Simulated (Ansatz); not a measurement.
**What settings do to one calculation: Ba started on a Ta site in cubic perovskite KTaO3, 10 atoms, charge −3**

Ansatz (PAW, plane waves), atoms fixed. The base input:

```yaml
crystal:
  lattice:
    - [7.970878, 0.000000, 0.000000]
    - [0.000000, 3.985439, 0.000000]
    - [0.000000, 0.000000, 3.985439]
  atoms:
    - { symbol: K, position: [0.001206, 0.991736, 0.000995] }
    - { symbol: K, position: [0.505925, 0.995188, 0.986253] }
    - { symbol: Ba, position: [0.250365, 0.495618, 0.521041] }
    - { symbol: Ta, position: [0.753329, 0.500887, 0.510599] }
    - { symbol: O, position: [0.250670, 0.493305, 0.992475] }
    - { symbol: O, position: [0.746423, 0.493810, 0.999680] }
    - { symbol: O, position: [0.004159, 0.497305, 0.506183] }
    - { symbol: O, position: [0.502809, 0.488408, 0.491300] }
    - { symbol: O, position: [0.252710, 0.994613, 0.495507] }
    - { symbol: O, position: [0.753405, 0.991133, 0.499335] }
kpoints:
  mp_grid: { grid: [2, 2, 2], shift: [0.5, 0.5, 0.5] }
hamiltonian:
  xc: pbesol
total_charge: -3
scf:
  occupations: { method: fermi_dirac, width: 0.01 }
output:
  forces: true
  eigenvalues: true
  populations: true
  charged_corrections: { epsilon: 200 }
```

Command:

```sh
ansatz run in.yaml --threads 8 --pin off --max-ram 13300MiB --runs-dir r --events-out ev --progress --plain
```

It converged in 15 iterations and 0.7 s of wall time on 8 threads of an EPYC 9R45 processor, on a host shared with other runs; peak host memory 0.53 GiB; largest force component 11.02 eV/Å. The cutoff was the default, 420 eV. The base isn't a converged reference: it has few k points, and its atoms are unrelaxed, some of them close together. Each run below changes the keys shown and caps the iterations.

```
run                                                                changed         ending  iterations  free energy less the base (meV per atom)  rms change of forces (eV/Å)  change of pressure (GPa)  wall time (s, shared host)
  1                           ecutwfc 550 eV, max_iter 50, total_charge -1      converged          10                                other zero                        0.783                         –                     0.6 CPU
  2                 occupations cold, initial_magnetization 2, max_iter 80      converged          21                                      -3.1                        0.118                         –                     1.2 CPU
  3  initial_magnetization 1, occupations cold, width 0.03 eV, max_iter 50  not converged           –                                         –                            –                         –                           –
  4                                           ecutrho_ratio 3, max_iter 14  not converged           –                                         –                            –                         –                           –
  5                               max_iter 100, k points the Γ point alone      converged          27                                    1499.9                        4.200                         –                     0.6 CPU
  6                                  initial_magnetization 8, max_iter 100      converged          15                                      -3.1                        0.119                         –                       1 CPU
  7          ecutrho_ratio 6, n_extra_bands 0, ecutwfc 240 eV, max_iter 50        refused           –                                         –                            –                         –                           –
  8                  mixing algorithm broyden, ecutwfc 180 eV, max_iter 90      converged          15                                    7166.5                        0.595                         –                     0.5 CPU
  9            accuracy low (cutoff and grids as in the base), max_iter 90      converged          15                                       0.0                        0.000                         –                     0.7 CPU
 10                               max_iter 9, xc_grid 3 (2 is the default)  not converged           –                                         –                            –                         –                           –
```

«Other zero»: another functional, charge or dispersion term moves the zero of energy, so the difference says nothing of accuracy.

Q: Which changes leave the result alone, and which of the same physical model moves the forces most?

A: The forces move by under 0.002 eV/Å in run 9. Run 5 (max_iter 100, k points the Γ point alone) moves them most among the runs with the same functional, charge and dispersion term, by 4.200 eV/Å.

Q: Why did some runs give no result?

A: - run 3: an SCF of a search over open shells used up what the SCFs ahead of it had left of `scf.max_iter`, one limit on all the SCFs of a step, of which they took 47, which ends the run. Ahead of it the run had converged on a state at a free energy of -22026.647502 …
- run 4: did not converge after 14 iterations: dr2 = 3.27e-7 (threshold 1.00e-7), under the density mixer `msr1`, which `scf.mixing.algorithm: auto` chose by the deck's other keys (type `scf.mixing.algorithm: msr1` to keep it);
- run 7: inconsistent input (scf.n_extra_bands, scf.occupations.method): n_bands = 40 leaves no empty band above the 40 bands per channel that the deck's 80 electrons occupy, and the occupations search for the Fermi level (a smearing at a finite width, or tetrahedra): …
- run 10: did not converge after 9 iterations: dr2 = 6.38e-2 (threshold 1.00e-7), under the density mixer `msr1`, which `scf.mixing.algorithm: auto` chose by the deck's other keys (type `scf.mixing.algorithm: msr1` to keep it);
